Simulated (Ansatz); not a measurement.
# NiMoIrPdW and the effect of the dispersion correction

The cell as given:

```
Ni Mo Pd Ir W
1.0
     2.77046    0.00000    0.00000
    -1.38523    2.39928    0.00000
     0.00000    0.00000   21.88122
Ni Mo Pd Ir W
2 2 2 2 2
Direct
  0.33333 0.66667 0.04433
  0.66667 0.33333 0.95562
  0.66667 0.33333 0.34270
  0.66667 0.33333 0.76320
  0.33333 0.66667 0.44768
  0.33333 0.66667 0.65723
  0.33333 0.66667 0.23988
  0.33333 0.66667 0.86050
  0.66667 0.33333 0.13646
  0.66667 0.33333 0.55240
```

The cell comes from a database or a generator and needn't be the stable form of this composition.

Kept alike: task relaxation of cell and atoms; functional PBE; k mesh 8 × 8 × 1; occupations fermi-dirac, width 0.05 eV; collinear spin, ferromagnetic start. Program: Ansatz, Ansatz PAW, cutoff 420 eV. The mesh is that of the run's cell of 10 atoms. No spin-orbit coupling.

```csv
dispersion correction,volume (Å³/atom),first edge of the run's cell (Å),third edge of the run's cell (Å)
D3(BJ),14.147,2.743,21.707
D3(BJ)-ATM,14.244,2.749,21.762
D4,14.216,2.749,21.730
```

The relaxations keep at least the cell's symmetry (P3m1). For a metal such a mesh leaves the last digits unconverged. Relaxations stop with a little pressure left, so the last digits of a volume or edge aren't settled. The moments vanished: the runs ended non-magnetic.

Q: What does the dispersion correction change here?

A: The volume runs from 14.147 (D3(BJ)) to 14.244 Å³/atom (D3(BJ)-ATM). The first edge of the run's cell runs from 2.743 (D3(BJ)) to 2.749 Å (D3(BJ)-ATM; D4). The third edge of the run's cell runs from 21.707 (D3(BJ)) to 21.762 Å (D3(BJ)-ATM).
